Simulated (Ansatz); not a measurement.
AlBN₂:
```xyz
4
Lattice="2.8498 0.0000 0.0000 -1.4249 2.4680 0.0000 0.0000 0.0000 4.6647" Properties=species:S:1:pos:R:3 pbc="T T T"
B      0.0000     1.6454     0.0890
N      0.0000     1.6454     1.6056
Al     1.4249     0.8227     2.3356
N      1.4249     0.8227     4.2263
```

Relaxed with PBEsol. Special points in fractions of this cell's reciprocal vectors: Γ (0.000, 0.000, 0.000); M (0.500, 0.000, 0.000); K (0.333, 0.333, 0.000); A (0.000, 0.000, 0.500); L (0.500, 0.000, 0.500); H (0.333, 0.333, 0.500).

Problem. List the band energies nearest the valence-band maximum at these points for PBEsol (plane waves, PAW; program Ansatz).

Solution. In eV from the valence-band maximum; about four levels below and three above (degenerate sets whole), none deeper than 8.9 eV; points with the same levels are listed once.

```tsv
k	below	above
Γ	-1.64 -1.64 -0.53 0.00 0.00	5.00 6.87 8.29 8.29
M	-5.04 -3.57 -2.81 -0.85	5.28 5.69 9.45
K	-4.70 -4.52 -3.31 -2.70	4.04 9.75 10.68
A	-1.49 -1.49 -0.20 -0.20	5.78 7.90 8.15 8.15
L	-3.47 -3.31 -1.62 -1.35	4.61 5.32 8.39
H	-5.74 -4.55 -2.96 -0.91	6.49 7.23 8.93
```

Space group P3m1. The start of the workflow was typed in or built on a structure type; neither database checked (COD, Materials Project) lists it. Whether it is the stable phase at ambient conditions was not checked. The PBEsol relaxation kept the symmetry of its start; whether a distortion lowers the energy is not shown.

Potentials: the earlier of the program's two PAW sets. The files were generated under PBE; for other functionals the program regenerates the frozen cores, and for LDA and PBEsol the local potential too.
